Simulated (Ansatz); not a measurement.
NiGe (CsCl type, Pm-3m) at seven volumes, plane-wave PAW PBEsol (Ansatz code), scaled uniformly. One row is withheld.

```json
[
 {"V (Å³/atom)": "11.433", "P (GPa)": "?"},
 {"V (Å³/atom)": "11.810", "P (GPa)": "10.95"},
 {"V (Å³/atom)": "12.187", "P (GPa)": "4.96"},
 {"V (Å³/atom)": "12.563", "P (GPa)": "0.00"},
 {"V (Å³/atom)": "12.940", "P (GPa)": "-4.30"},
 {"V (Å³/atom)": "13.317", "P (GPa)": "-7.87"},
 {"V (Å³/atom)": "13.694", "P (GPa)": "-10.83"}
]
```

**Question.** Fit the shown pressures and predict the withheld one.

**Answer.** Third-order Birch–Murnaghan: P = (3/2)B₀(x^(7/2) − x^(5/2))[1 + (3/4)(B′ − 4)(x − 1)] with x = (V₀/V)^(2/3). Least squares on the six rows gives V₀ = 12.559 Å³/atom, B₀ = 153.8 GPa, B′ = 4.73. At V = 11.433, x = 1.0646 and P = 18.05 GPa. The run itself gave 18.25 GPa.

A made-up cell: these elements were put on the sites of a structure type; neither database checked (COD, Materials Project) lists it. COD files the formula under space group No. 62. Its standing as an ambient phase is unchecked. The cell was relaxed with PBEsol under the symmetry of its start; its stability against distortions is not shown here. The workflow began spin-polarised and lost its moments.

Potentials: the later of the program's two PAW sets.
